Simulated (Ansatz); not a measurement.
Computed with DFT PBE, scalar-relativistic, plane waves, PAW (Ansatz 0.2.0). All cells share a 420 eV cutoff and Γ-centred k meshes spaced at most about 0.3 Å⁻¹ (about 0.25 or finer for metals, 2π included). No spin polarisation in the final relaxations.

Temperature and zero-point effects are left out.

Two forms of Si2As2O were relaxed alike.

A.

Space group P6/mmm (No. 191). a = 2.781 Å, b = 2.781 Å, c = 12.755 Å, α = 90.00°, β = 90.00°, γ = 120.00°
```csv
atom,site,symmetry,x,y,z
Si,2e,6mm,0.0000,0.0000,0.6295
As,2e,6mm,0.0000,0.0000,0.8318
O,1b,6/mmm,0.0000,0.0000,0.5000
```

B.

Space group P4/mmm (No. 123). a = 3.616 Å, b = 3.616 Å, c = 6.573 Å, α = 90.00°, β = 90.00°, γ = 90.00°
| atom | site | symmetry | x | y | z |
| --- | --- | --- | --- | --- | --- |
| Si | 2h | 4mm | 0.5000 | 0.5000 | 0.1769 |
| As | 2e | mmm. | 0.0000 | 0.5000 | 0.5000 |
| O | 1a | 4/mmm | 0.0000 | 0.0000 | 0.0000 |

Question: Which form is favoured at zero pressure, and by what margin per atom?

Answer: A is lower, by 0.86 eV/atom. A has space group P6/mmm (No. 191), 17.1 Å³/atom and no gap on its mesh; B has space group P4/mmm (No. 123), 17.2 Å³/atom and no gap. Counting As or Si atoms around O (for each partner element, those within 1.25 times its shortest distance or 1.15 times the sum of covalent radii, where it is the nearest in units of that sum or under 1.3; the shortest distance is added where it exceeds 1.18 times the sum of covalent radii), A has O 2 and B has O 8 from 2.8 Å. B holds Si–Si pairs (shortest 2.33 Å) and As–As nets (shortest 2.56 Å); in A the shortest Si–Si distance is 2.78 Å, near bonding range too and the shortest As–As distance is 2.78 Å, near bonding range too. Both come from invented guesses.

Weakly bound directions are ill-defined at this level, which has no dispersion term (P6/mmm), and this can change margins and order among such cells. O stands nearly free of neighbours here, and without spin polarisation the energy of such atoms comes out too high. Cells relaxed within their symmetry can be saddle points.
